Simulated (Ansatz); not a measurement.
The calculation used Ansatz 0.2.0, DFT PBE, scalar-relativistic, plane waves, PAW. All cells share a 420 eV cutoff and Γ-centred k meshes spaced at most about 0.3 Å⁻¹ (about 0.25 or finer for metals, 2π included). Collinear spin in cells that started with moments and kept them past the coarse steps, no spin elsewhere.

All energies are static (0 K, no zero-point motion).

Compare these two cells of NiSbO4, each relaxed at this level.

A. (site moments Ni 0.7; O 0.5 (×2) μB) Space group P4/mmm (No. 123), tetragonal, a = 3.474 Å, c = 6.186 Å. Ni is surrounded by 4 O at 1.74 Å and 2 O at 1.99 Å; around Sb lie 8 O at 2.69 Å; O on a site of symmetry 4mm is surrounded by 1 Ni at 1.99 Å, 1 O at 2.20 Å, 4 O at 2.64 Å and 4 Sb at 2.69 Å; around O on a site of symmetry mmm lie 2 Ni at 1.74 Å.

B. (site moments Ni 0.6 μB) Space group F-43m (No. 216), cubic, a = 6.348 Å. Ni has 12 O at 2.63 Å and 4 Sb at 2.75 Å; Sb is surrounded by 12 O at 2.63 Å and 4 Ni at 2.75 Å; O is surrounded by 6 O at 2.23–2.26 Å, 3 Sb at 2.63 Å and 3 Ni at 2.63 Å.

**Question.** Which is lower in energy, and by how much?

**Answer.** A is lower, by 1.11 eV/atom. A has space group P4/mmm (No. 123), 12.4 Å³/atom and no gap on its mesh; B has space group F-43m (No. 216), 10.7 Å³/atom and no gap. Counting O atoms around Ni and Sb (those within 1.25 times the shortest such distance or 1.15 times the sum of covalent radii, 1.27 where that leaves under three; a plus sign parts nearer from farther groups; the shortest distance is added where it exceeds 1.18 times the sum of covalent radii), A has Ni 4+2, Sb 8 from 2.7 Å and B has Ni 12 from 2.6 Å, Sb 12 from 2.6 Å. The lower one is the more open, so pressure narrows the difference. Both come from invented guesses.

Spin–orbit coupling, which can matter for Sb, is left out. In such compounds of Ni a zero gap at this level may well be an artefact, since no Hubbard U is applied. Another magnetic order may lie lower. Cells relaxed within their symmetry can be saddle points.
